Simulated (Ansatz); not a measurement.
The relaxed structure here is a generated cell of ZrPbO3: the first start was made by placing the elements on the sites of a structure type, and the end was not matched to a known phase here, so it may be hypothetical.

One stationary structure of ZrPbO$_{3}$. Calculation: r2SCAN (plane waves to 500 eV, PAW, scalar-relativistic; Ansatz, a quantum-chemistry and plane-wave program).

```cif
data_O6Pb2Zr2
_chemical_formula_sum 'Zr2 Pb2 O6'
_space_group_name_H-M_alt 'P 1'
_space_group_IT_number 1
_cell_length_a 5.92906
_cell_length_b 5.92906
_cell_length_c 5.92906
_cell_angle_alpha 59.489
_cell_angle_beta 59.489
_cell_angle_gamma 59.489
loop_
_space_group_symop_operation_xyz
  'x, y, z'
loop_
_atom_site_label
_atom_site_type_symbol
_atom_site_fract_x
_atom_site_fract_y
_atom_site_fract_z
_atom_site_occupancy
Zr1 Zr 0.30476 0.30476 0.30476 1
Zr2 Zr 0.80476 0.80476 0.80476 1
Pb1 Pb 0.03095 0.03095 0.03095 1
Pb2 Pb 0.53095 0.53095 0.53095 1
O1 O 0.59971 0.08788 0.52699 1
O2 O 0.52699 0.59971 0.08788 1
O3 O 0.08788 0.52699 0.59971 1
O4 O 0.02699 0.58788 0.09971 1
O5 O 0.09971 0.02699 0.58788 1
O6 O 0.58788 0.09971 0.02699 1
```

Determine the symmetry and give the standard cell with its independent sites.

Space group R3c, hexagonal axes (No. 161); a = b = 5.8832 Å, c = 14.5791 Å, α = β = 90.00°, γ = 120.00°

```
atom  site  symmetry       x       y       z
----  ----  --------  ------  ------  ------
Zr      6a        3.  0.0000  0.0000  0.1952
Pb      6a        3.  0.0000  0.0000  0.4690
O      18b         1  0.3170  0.1948  0.0951
```

Give the shortest distances between elements (the closest pairs, up to four, under 3.6 Å).

O–Zr 2.04 Å; O–Pb 2.46 Å; O–O 2.82 Å; Pb–Zr 3.30 Å.

| Item | Result |
|---|---|
| Volume per atom | 14.57 Å³ |
| Density | 7.90 g/cm³ |
| Band gap | 3.53 eV, direct at F (no spin-orbit coupling) |

No spin polarisation in the result.

The run could not lose the symmetry of its start: the end is stationary, and may be a saddle point rather than a minimum.
